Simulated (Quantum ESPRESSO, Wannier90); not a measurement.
# Wannierisation of Se (P3₁21)

```xyz
3
Lattice="4.5048 0.0000 0.0000 -2.2524 3.9013 0.0000 0.0000 0.0000 4.9788" Properties=species:S:1:pos:R:3 pbc="T T T"
Se     0.9816     0.0000     1.6596
Se    -0.4908     0.8501    -1.6596
Se    -0.4908    -0.8501     0.0000
```

Materials Project entry mp-14; symmetrised, unrelaxed at this level. COD (Crystallography Open Database) has the formula in 4 space groups, this one among them (matched by group alone). Level: PBEsol, no spin polarisation, no spin-orbit coupling; pw.x of Quantum ESPRESSO at 69 Ry with PseudoDojo potentials, 6×6×6 k-points, Wannier90. Density: 12×12×6 mesh, cold smearing 0.01 Ry. The cell is built of weakly bound layers, chains or molecules, whose nearest atoms lie 3.56 Å apart. Database cells relaxed without dispersion often hold them too far apart, which can enlarge gaps and weakens couplings between them; spacing and stacking were not compared with the measured crystal. Spin-orbit coupling, left out, would split the p-like bands by a few tenths of an eV.

Bands 16-18 form an isolated set from -15.62 to -9.53 eV relative to the valence-band maximum (on the path) and are turned into 3 Wannier functions by minimising the spread from the start: atomic waves Se 4s.

### Question
Where do the functions sit, how wide are they and what are they made of?

### Answer
| functions | spread (Å²) | nearest atom, distance (Å) | second atom, distance (Å) | weight on atomic waves |
|---|---|---|---|---|
| 3 | 1.34 | Se 0.13 | Se 2.30 | Se 4s 86 %, Se 4p 13 % |

Ω_I = 3.98 Å², Ω_total = 4.01 Å²; the interpolated bands follow pw.x to 0.0 meV rms on the path. Only this start was tried; a symmetric start can stop on a saddle, and mixtures of these functions could lower the total by at most Ω_total − Ω_I.
